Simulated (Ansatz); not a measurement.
# BeGa17N18: course of a relaxation

These are results of DFT PBE, scalar-relativistic, plane waves, PAW in Ansatz, not measurements. (420 eV cutoff, 3×3×3 k-mesh, Gaussian smearing of 0.01 eV, no spin polarisation)

What was changed: Be on a Ga site (Wyckoff letter b), charge -1, atoms relaxed at the host's cell.

In a supercell of 36 atoms the defect feels its periodic images.

Spin polarisation was left out.

Command:

```bash
ansatz run input.yaml --threads 4 --pin off --max-ram 8192MiB --backend cpu --events-out ev --progress --plain --runs-dir out
```

Input:

```yaml
crystal:
  lattice:
    - [0.0, 5.5743817777, -5.2431684676]
    - [4.8275562299, -2.7871908889, -5.2431684676]
    - [-4.8275562299, -2.7871908889, -5.2431684676]
  atoms:
    - { symbol: Be, position: [0.939331577, 0.2797591582, 0.2747337822] }
    - { symbol: Ga, position: [0.2737363253, 0.9497785722, 0.2784626414] }
    - { symbol: Ga, position: [0.9450010583, 0.6080493058, 0.948830072] }
    - { symbol: Ga, position: [0.6153969611, 0.6081043462, 0.2784495149] }
    - { symbol: Ga, position: [0.2736310652, 0.2794713244, 0.9488457299] }
    - { symbol: Ga, position: [0.9450672645, 0.9497656703, 0.6071321854] }
    - { symbol: Ga, position: [0.6113308195, 0.9457604685, 0.9447190623] }
    - { symbol: Ga, position: [0.2776463011, 0.61203978, 0.6110483317] }
    - { symbol: Ga, position: [0.6154023535, 0.279503775, 0.6070611242] }
    - { symbol: Ga, position: [0.889298533, 0.8967076999, 0.2227016279] }
    - { symbol: Ga, position: [0.2174871305, 0.551869522, 0.221888362] }
    - { symbol: Ga, position: [0.8892868678, 0.2235744294, 0.89575491] }
    - { symbol: Ga, position: [0.5623766343, 0.223590409, 0.2227006897] }
    - { symbol: Ga, position: [0.2215057332, 0.8898688699, 0.8889570704] }
    - { symbol: Ga, position: [0.8884337132, 0.5518916091, 0.5509056707] }
    - { symbol: Ga, position: [0.5555175972, 0.5558625483, 0.8889328167] }
    - { symbol: Ga, position: [0.21754138, 0.2227280948, 0.5509306953] }
    - { symbol: Ga, position: [0.5555660237, 0.889906485, 0.5549055626] }
    - { symbol: "N", position: [0.8251744029, 0.1668541728, 0.1550931862] }
    - { symbol: "N", position: [0.1524553213, 0.8185696457, 0.1523444266] }
    - { symbol: "N", position: [0.8189059263, 0.4867923778, 0.8175600039] }
    - { symbol: "N", position: [0.4841530743, 0.4868261543, 0.1523252154] }
    - { symbol: "N", position: [0.1524352628, 0.1532966226, 0.8175399212] }
    - { symbol: "N", position: [0.8189467764, 0.8186002774, 0.485835195] }
    - { symbol: "N", position: [0.4856133986, 0.8200349852, 0.8190093521] }
    - { symbol: "N", position: [0.152855764, 0.4872089711, 0.4862962564] }
    - { symbol: "N", position: [0.4841805844, 0.1533214326, 0.4858420748] }
    - { symbol: "N", position: [0.0852189714, 0.1094022174, 0.4199616565] }
    - { symbol: "N", position: [0.4300429928, 0.764377109, 0.429220182] }
    - { symbol: "N", position: [0.0902776695, 0.4190067302, 0.1113924127] }
    - { symbol: "N", position: [0.7744946749, 0.4223075008, 0.4213469325] }
    - { symbol: "N", position: [0.4317076658, 0.098495248, 0.0975237456] }
    - { symbol: "N", position: [0.0957716413, 0.7643525853, 0.7635021357] }
    - { symbol: "N", position: [0.764120949, 0.7660295511, 0.0975429325] }
    - { symbol: "N", position: [0.4300196321, 0.4300718023, 0.7635113106] }
    - { symbol: "N", position: [0.7641136775, 0.0984905501, 0.7651091113] }
  host:
    lattice:
      - [3.2183708199, 0.0, 0.0]
      - [-1.60918541, 2.7871908889, 0.0]
      - [0.0, 0.0, 5.2431684676]
    atoms:
      - { symbol: Ga, position: [0.6666666667, 0.3333333333, 0.499134868] }
      - { symbol: Ga, position: [0.3333333333, 0.6666666667, 0.999134868] }
      - { symbol: "N", position: [0.6666666667, 0.3333333333, 0.875865132] }
      - { symbol: "N", position: [0.3333333333, 0.6666666667, 0.375865132] }
total_charge: -1
basis:
  ecutwfc: 420
  xc_grid: 2
kpoints:
  mp_grid: { grid: [3, 3, 3], shift: [0.0, 0.0, 0.0] }
hamiltonian:
  xc: pbe
scf:
  occupations: { method: gaussian, width: 0.01 }
output:
  forces: true
  stress: false
  eigenvalues: true
  charged_corrections:
    defect_position: [0.94473282, 0.27806616, 0.27806616]
    epsilon: [[10.4928, 0.0, 0.0], [0.0, 10.4928, 0.0], [0.0, 0.0, 11.6882]]
  write_density: true
  write_potential: true
  elf: true
  volumetric_format: npy
relax:
  adjacent_minimum: "off"
  f_tol: 0.025
  max_steps: 45
```

F is the free energy.

Steps:

| step | F − F(1) (eV) | largest force component (eV/Å) |
| --- | --- | --- |
| 1 | 0.0000 | 0.820 |
| 2 | -0.0403 | 0.397 |
| 3 | -0.0530 | 0.021 |
| 4 | -0.0530 | 0.021 |

Relaxed structure:

```cif
data_structure
_symmetry_space_group_name_H-M 'P 1'
_symmetry_Int_Tables_number 1
_cell_length_a 7.6527
_cell_length_b 7.6527
_cell_length_c 7.6527
_cell_angle_alpha 78.222
_cell_angle_beta 78.222
_cell_angle_gamma 78.222
_cell_volume 423.29
loop_
_atom_site_label
_atom_site_type_symbol
_atom_site_fract_x
_atom_site_fract_y
_atom_site_fract_z
_atom_site_occupancy
Be1 Be 0.94383 0.27855 0.27719 1
Ga1 Ga 0.27333 0.95030 0.27878 1
Ga2 Ga 0.94524 0.60793 0.94913 1
Ga3 Ga 0.61560 0.60797 0.27873 1
Ga4 Ga 0.27324 0.27992 0.94908 1
Ga5 Ga 0.94532 0.95027 0.60675 1
Ga6 Ga 0.61131 0.94615 0.94481 1
Ga7 Ga 0.27751 0.61215 0.61100 1
Ga8 Ga 0.61562 0.27988 0.60671 1
Ga9 Ga 0.88929 0.89728 0.22263 1
Ga10 Ga 0.21738 0.55198 0.22163 1
Ga11 Ga 0.88919 0.22391 0.89596 1
Ga12 Ga 0.56259 0.22397 0.22257 1
Ga13 Ga 0.22126 0.89020 0.88895 1
Ga14 Ga 0.88824 0.55199 0.55067 1
Ga15 Ga 0.55544 0.55596 0.88891 1
Ga16 Ga 0.21731 0.22277 0.55083 1
Ga17 Ga 0.55545 0.89017 0.55470 1
N1 N 0.82661 0.16132 0.16001 1
N2 N 0.15236 0.81861 0.15223 1
N3 N 0.81874 0.48708 0.81732 1
N4 N 0.48396 0.48704 0.15219 1
N5 N 0.15229 0.15344 0.81746 1
N6 N 0.81878 0.81862 0.48573 1
N7 N 0.48538 0.82013 0.81883 1
N8 N 0.15279 0.48742 0.48621 1
N9 N 0.48401 0.15346 0.48573 1
N10 N 0.08671 0.10834 0.42018 1
N11 N 0.42996 0.76453 0.42912 1
N12 N 0.08675 0.42140 0.10717 1
N13 N 0.77369 0.42141 0.42018 1
N14 N 0.43155 0.09853 0.09737 1
N15 N 0.09562 0.76455 0.76345 1
N16 N 0.76385 0.76627 0.09734 1
N17 N 0.42994 0.43027 0.76337 1
N18 N 0.76390 0.09850 0.76500 1
```

The run converged. The run took 3.2 min on 4 threads of Intel(R) Xeon(R) Processor @ 2.70GHz, with other jobs on the host, peak memory 2.3 GiB.